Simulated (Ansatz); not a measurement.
Is this B₂P structure a true minimum?

The structure comes from a generated guess, relaxed at this level; another structure or a mixture of phases may lie lower.

Level of theory: Ansatz, DFT PBE, scalar-relativistic, plane waves, PAW. Cutoff 420 eV; k points 12×12×10 on the computed 6-atom cell (Γ-centred); Gaussian smearing, width 0.10 eV; no spin polarisation.

The cell below (6 atoms, space group C2/m (No. 12)) is relaxed within its symmetry.

```
B P
1.0
     5.60260   -1.51741   -0.00278
     5.60260    1.51741   -0.00278
    -0.83068    0.00000    3.54925
B P
4 2
Direct
  0.84570 0.84570 0.23019
  0.42165 0.42165 0.45687
  0.57835 0.57835 0.54313
  0.15430 0.15430 0.76981
  0.33704 0.33704 0.86394
  0.66296 0.66296 0.13606
```

For the test a repeat of it with 12 atoms (edges 3.65, 5.80, 6.07 Å) was strained at random (σ = 1.5 % a component), the atoms were moved at random (σ = 0.05 Å), and all was relaxed again on a coarse 6×4×4 mesh (in the run’s order of axes) with 0.20 eV smearing, with no symmetry imposed.

Task: What happens?

Result: It returns, within 1 meV/atom of the unmoved cell on that mesh and with the same symmetry when read at 0.1 Å. So it is stable against the distortions that fit this cell and that this random move excites. Modes that don't fit the cell aren't tested.
